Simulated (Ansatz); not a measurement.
The start is a randomly generated symmetric cell of Co (space group No. 65). The structure is fully relaxed (lattice and positions, P = 0) with r2SCAN (plane waves to 500 eV, PAW, scalar-relativistic; Ansatz, an electronic-structure program). The first steps use a coarse 14×14×13 k-mesh.

The start:
```
CELL_PARAMETERS angstrom
      1.46604    -1.72485     0.00000
      1.46604     1.72485     0.00000
      0.00000     0.00000     2.55626
ATOMIC_POSITIONS crystal
  Co 0.50000 0.50000 0.00000
```
Spin-polarised start, with parallel moments on Co.

**Question.** What pressure does the first self-consistent step give?

**Answer.** -2.3 GPa (negative: the cell is under tension).

**Question.** What symmetry does the relaxed structure have?

**Answer.** The space group goes from Cmmm (No. 65) to P6/mmm (No. 191); the end is AFLOW prototype A_hP1_191_a (A_f, as in Sn), with 1 atom in the primitive magnetic cell.

**Question.** By how much does the energy per atom fall from start to end?

**Answer.** 0.34 eV/atom.

**Question.** How does the volume change?

**Answer.** -8.1 %, from 12.93 to 11.89 Å³/atom.

**Question.** How do the shortest distances between atoms change?

**Answer.** The closest pairs of elements (up to four, under 3.6 Å), start → end: Co–Co 2.26 → 2.32 Å.

**Question.** Is the relaxed structure metallic? Give its gap.

**Answer.** No gap (metallic).

**Question.** Write out the relaxed structure.

**Answer.** 
Space group P6/mmm (No. 191); a = b = 2.4326 Å, c = 2.3192 Å, α = β = 90.00°, γ = 120.00°

```csv
atom,site,symmetry,x,y,z
Co,1a,6/mmm,0.0000,0.0000,0.0000
```

Final values are on a 22×22×20 k-mesh of the relaxed cell. Spin state reached: ferromagnetic (net 1.97 μB/atom), from parallel starting moments; other spin orders were not run from this start. r2SCAN tends to overstate moments in metals.

The run could not lose the symmetry of its start: the end is stationary, and may be a saddle point rather than a minimum.

The relaxed structure here is a generated cell of Co: the first start was made by a random draw of sites in a space group, and the end was not matched to a known phase here, so it may be hypothetical. Known forms of Co include space group No. 194.
